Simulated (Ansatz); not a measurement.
Given:

PtAu:
```cif
data_AuPt
_chemical_formula_sum 'Pt1 Au1'
_space_group_name_H-M_alt 'P 1'
_space_group_IT_number 1
_cell_length_a 4.92030
_cell_length_b 4.92030
_cell_length_c 4.92030
_cell_angle_alpha 32.854
_cell_angle_beta 32.854
_cell_angle_gamma 32.854
loop_
_space_group_symop_operation_xyz
  'x, y, z'
loop_
_atom_site_label
_atom_site_type_symbol
_atom_site_fract_x
_atom_site_fract_y
_atom_site_fract_z
_atom_site_occupancy
Pt1 Pt 0.50000 0.50000 0.50000 1
Au1 Au 0.00000 0.00000 0.00000 1
```

This is the LDA-relaxed structure.

Problem. All from the program Ansatz at the LDA level (PAW), unless another level is named. Give the Young's modulus.

Solution. 151 GPa.

Problem. Next, the highest zone-centre frequency?

Solution. 179 cm⁻¹.

Space group R-3m. The first step of the workflow began from a Materials Project structure, measured or hypothetical; the Crystallography Open Database copy checked does not list it. With Pt and Au taken as one species the cell has the higher symmetry Fm-3m, so it may be an ordered model of a mixed-site phase. Its standing as an ambient phase is unchecked. The LDA relaxation kept the symmetry of its start; whether a distortion lowers the energy is not shown. No spin polarisation was allowed. As this level gives no gap, phonon frequencies hold no LO–TO term and depend on the k-mesh and smearing (Fermi–Dirac, 0.1 eV here). On the denser mesh and wider smearing of the elastic run this cell carries a stress of 0.6 GPa. Spin–orbit coupling is left out wherever it is not named.

Potentials: the later of the program's two PAW sets.
